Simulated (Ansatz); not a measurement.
Below is a relaxed structure of NiPtC4N4. The cell was found from a structure generator's guess, not taken from experiment.

The calculation used DFT PBE, scalar-relativistic, plane waves, PAW in Ansatz 0.2.0. Cutoff 420 eV, Γ-centred mesh, Gaussian smearing, no spin polarisation.

```cif
data_structure
_symmetry_space_group_name_H-M 'P 1'
_symmetry_Int_Tables_number 1
_cell_length_a 7.0208
_cell_length_b 7.0208
_cell_length_c 4.0051
_cell_angle_alpha 90.000
_cell_angle_beta 90.000
_cell_angle_gamma 90.000
_cell_volume 197.42
loop_
_atom_site_label
_atom_site_type_symbol
_atom_site_fract_x
_atom_site_fract_y
_atom_site_fract_z
_atom_site_occupancy
Ni1 Ni 0.50000 0.50000 0.00000 1
Pt1 Pt 0.00000 0.00000 0.00000 1
C1 C 0.19925 0.80075 0.00000 1
C2 C 0.80075 0.19925 0.00000 1
C3 C 0.19925 0.19925 0.00000 1
C4 C 0.80075 0.80075 0.00000 1
N1 N 0.31648 0.68352 0.00000 1
N2 N 0.68352 0.31648 0.00000 1
N3 N 0.31648 0.31648 0.00000 1
N4 N 0.68352 0.68352 0.00000 1
```

Formation energies are uncorrected and refer to the elements' standard structures at the same level (N₂ as a molecule).

Problem. What space group does it have?

Solution. P4/mmm (No. 123). Conventional cell: a = 7.021 Å, c = 4.005 Å. Around Ni lie 4 N at 1.82 Å; around Pt lie 4 C at 1.98 Å; C is surrounded by 1 N at 1.16 Å and 1 Pt at 1.98 Å; N has 1 C at 1.16 Å and 1 Ni at 1.82 Å.

Problem. What is its formation energy per atom?

Solution. +0.254 eV/atom. A positive value: parting into the elements would lower its energy.

Problem. Is it a metal?

Solution. No, the gap on the 4×4×8 mesh is 1.72 eV.

Problem. From what recipe could a structure generator have reached it?

Solution. One such recipe: stacked square cyanide-bridged sheets (P4/mmm, No. 123). Other recipes can lead to the same cell.

The last run used a 4×4×8 mesh (in the run's order of axes) for its 10-atom cell and Gaussian smearing of 0.02 eV. Weakly bound directions are ill-defined at this level, which has no dispersion term. Spin–orbit coupling, which can matter for Pt, is left out. Kohn–Sham gaps at this level usually fall short of measured ones. The reference form of C is held partly by dispersion forces, which this level lacks. Trial moments died out on the coarse mesh, so the last step has no spin; another magnetic start might hold. Symmetry constrained the relaxation, so the result can be a saddle point.
